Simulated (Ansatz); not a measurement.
HfN (rock salt)

```xyz
4
Lattice="0.0000 4.5479 4.5479 2.2739 0.0000 2.2739 2.2739 2.2739 0.0000" Properties=species:S:1:pos:R:3 pbc="T T T"
N      0.0000     0.0000     0.0000
N      0.0000     2.2739     2.2739
Hf     2.2739     2.2739     2.2739
Hf     2.2739     4.5479     4.5479
```

In each cell atom 3 (Hf, nearest neighbour N at 2.274 Å; its periodic images, 3.2 Å or more away, move with it) moves by s·(-1.000, 0.000, 0.000) (towards the nearest neighbour), the rest being held.

The numbers are results of PBE (plane waves to 420 eV, PAW, scalar-relativistic; Ansatz, a first-principles code), not measurements. k mesh 7×14×14 (Γ-centred), Fermi-Dirac smearing 0.05 eV. The energy includes the smearing's −TS. With partly filled bands, energies and forces of such displacements shift with the k mesh and the smearing. HfN is run without spin polarisation. HfN was relaxed with its symmetry unable to fall. Spin-orbit coupling is left out, though Hf is heavy. ΔE is measured from the undisplaced structure. The last digit holds for this mesh only.

| s (Å) | ΔE (meV/cell) |
|---|---|
| -0.230 | 308.5 |
| -0.184 | 189.5 |
| -0.138 | 103.4 |
| -0.092 | withheld |
| -0.046 | 11.1 |
| 0.000 | 0.0 |
| 0.046 | 11.1 |
| 0.092 | withheld |
| 0.138 | 103.4 |
| 0.184 | 189.5 |
| 0.230 | 308.5 |

Fit an even polynomial form (powers 2, 4) to the given rows and predict ΔE at s = 0.092.

Least squares on the 9 given rows: ΔE = (5193)·s² + (12060)·s⁴, in meV/cell with s in Å; root-mean-square residual 0.10 meV/cell. At 0.092 the fit gives 44.8 meV/cell; the calculation gives 45.0 meV/cell, so the interpolation is off by -0.2 (-0.4 %). The quadratic term alone would give 44.0 meV/cell.

(A displaced cell: forces are minus the slopes of the energy, force constants its curvatures, and phonons follow from these.)
